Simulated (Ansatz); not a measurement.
Relaxed-ion elastic tensor of Sn (simple hexagonal, P6/mmm) in GPa (Voigt order), DFT-PBEsol in the program Ansatz with PAW potentials; density 7.33 g/cm³, 26.88 Å³ per atom.

```
      1     2    3     4     5     6
-  ----  ----  ---  ----  ----  ----
1  95.5  64.4  8.1   0.0   0.0   0.0
2  64.4  95.5  8.1   0.0   0.0   0.0
3   8.1   8.1  146   0.0   0.0   0.0
4   0.0   0.0  0.0  20.6   0.0   0.0
5   0.0   0.0  0.0   0.0  20.6   0.0
6   0.0   0.0  0.0   0.0   0.0  15.5
```

Question: Is the crystal mechanically stable?

Answer: Yes: the smallest eigenvalue of C is 15.5 GPa.

Question: Work out the Voigt, Reuss and Hill averages.

Answer: K_V = 55.4, K_R = 55.4, K_H = 55.4; G_V = 28.4, G_R = 20.8, G_H = 24.6 GPa.

Question: Give Young's modulus, Poisson's ratio, Pugh's ratio and the universal anisotropy index.

Answer: E = 9KG/(3K + G) = 64.3 GPa; ν = 0.31; K/G = 2.25 (ductile by the Pugh limit of 1.75); A_U = 5G_V/G_R + K_V/K_R − 6 = 1.83.

Question: Estimate the sound speeds and the Debye temperature.

Answer: v_l = √((K + 4G/3)/ρ) = 3470 m/s, v_t = √(G/ρ) = 1830 m/s, mean 2050 m/s; Θ = (h/k)(3n/4πV)^(1/3) v_m = 204 K.

Question: How much does each axis shrink under pressure?

Answer: Linear compressibilities β_i = Σ_j S_ij (j = 1 to 3): x 5.9, y 5.9, z 6.2 per TPa.

The start of the workflow was typed in or built on a structure type; neither database checked (COD, Materials Project) lists it. It is not the phase usual at ambient conditions (space group No. 141). The cell was relaxed with PBEsol under the symmetry of its start; whether a distortion lowers the energy is not shown. As this level gives no gap, shear constants depend on the k-mesh and smearing (Fermi–Dirac, 0.1 eV here). Scalar-relativistic: spin–orbit coupling is off unless named, which matters more the heavier the elements.

Potentials: the later of the program's two PAW sets.
